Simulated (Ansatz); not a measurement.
Input:

CaTiO$_{3}$:
```
CaTiO3
1.0
    3.80371     0.00000     0.00000
    0.00000     3.80371     0.00000
    0.00000     0.00000     3.80371
Ca Ti O
1 1 3
Cartesian
  1.90186   1.90186   1.90186
  0.00000   0.00000   0.00000
  0.00000   1.90186   0.00000
  1.90186   0.00000   0.00000
  0.00000   0.00000   1.90186
```

This is the LDA-relaxed structure.

Question: All from plane-wave PAW LDA (Ansatz code), unless another level is named. Predict the formation energy from the elements (no fitted shifts).

Answer: -3.29 eV/atom.

Question: What about the smallest direct gap on the standard path?

Answer: 2.31 eV.

Question: Next, the electron effective mass, band 2 of 3 at the edge?

Answer: 0.35 along [100], 0.55 along [110], 0.46 along [111] (mₑ).

Question: What about the valence-band maximum?

Answer: at R.

Question: Give the weight of the conduction-edge state by species (Voronoi cells).

Answer: Ti 75 %, O 20 %, Ca 5 %.

Space group Pm-3m (cubic perovskite). The first step of the workflow began from a Materials Project structure, measured or hypothetical; the Crystallography Open Database files this formula in space group No. 221, but the cells were not matched. Whether it is the stable phase at ambient conditions was not checked. The cell was relaxed with LDA under the symmetry of its start. At this level the phase is dynamically unstable (imaginary phonons). No spin polarisation was allowed. The references are the lowest solids computed at this level, not always the standard phases (solids in place of the gases).

Potentials: the later of the program's two PAW sets.
